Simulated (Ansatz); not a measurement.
Cs2PdBr6:
```cif
data_Br6Cs2Pd
_chemical_formula_sum 'Cs2 Pd1 Br6'
_space_group_name_H-M_alt 'P 1'
_space_group_IT_number 1
_cell_length_a 7.61541
_cell_length_b 7.61541
_cell_length_c 7.61541
_cell_angle_alpha 60.000
_cell_angle_beta 60.000
_cell_angle_gamma 60.000
loop_
_space_group_symop_operation_xyz
  'x, y, z'
loop_
_atom_site_label
_atom_site_type_symbol
_atom_site_fract_x
_atom_site_fract_y
_atom_site_fract_z
_atom_site_occupancy
Cs1 Cs 0.25000 0.25000 0.25000 1
Cs2 Cs 0.75000 0.75000 0.75000 1
Pd1 Pd 0.00000 0.00000 0.00000 1
Br1 Br 0.76821 0.23179 0.23179 1
Br2 Br 0.23179 0.76821 0.76821 1
Br3 Br 0.23179 0.76821 0.23179 1
Br4 Br 0.76821 0.23179 0.76821 1
Br5 Br 0.23179 0.23179 0.76821 1
Br6 Br 0.76821 0.76821 0.23179 1
```

Relaxed with r²SCAN. DFT-r²SCAN in the program Ansatz with PAW potentials gives a gap of 0.89 eV.

Problem. What gap does HSE06 give on the same cell (Ansatz, PAW)?

Solution. 1.64 eV, 0.75 eV more. The hybrid was solved on a coarser mesh and at special points; its gap is the smallest among all of these.

```tsv
k	v1 r²SCAN	c1 r²SCAN	v1 HSE06	c1 HSE06
Γ	0.00	1.74	[?]	[?]
X	-0.02	0.89	-0.02	1.64
L	-0.24	1.49	[?]	[?]
W	-0.27	1.14	[?]	[?]
K	-0.15	1.09	[?]	[?]
```

Problem. Top valence (v1) and lowest conduction level (c1) in eV from each method's valence maximum (which need not be a listed point): supply the withheld HSE06 values.

Solution. 
- K, v1 HSE06: -0.16
- K, c1 HSE06: 1.86
- W, v1 HSE06: -0.28
- W, c1 HSE06: 1.91
- Γ, v1 HSE06: 0.00
- Γ, c1 HSE06: 2.59
- L, v1 HSE06: -0.26
- L, c1 HSE06: 2.30

Cost on shared cores: the r²SCAN run (SCF on a 5×5×5 mesh, then bands and DOS) roughly 4 core-minutes, the HSE06 run (SCF on 3×3×3, then a few points) very roughly 8 core-minutes; the tasks are unlike.

Space group Fm-3m. The workflow started from a Materials Project entry (that database holds measured and hypothetical structures alike); the Crystallography Open Database copy checked does not list it. Whether it is the stable phase at ambient conditions was not checked. Symmetry was held in the r²SCAN relaxation; whether a distortion lowers the energy is not shown. No spin polarisation was allowed. Scalar-relativistic: spin–orbit coupling is off unless named, which matters more the heavier the elements.

Potentials: the later of the program's two PAW sets.
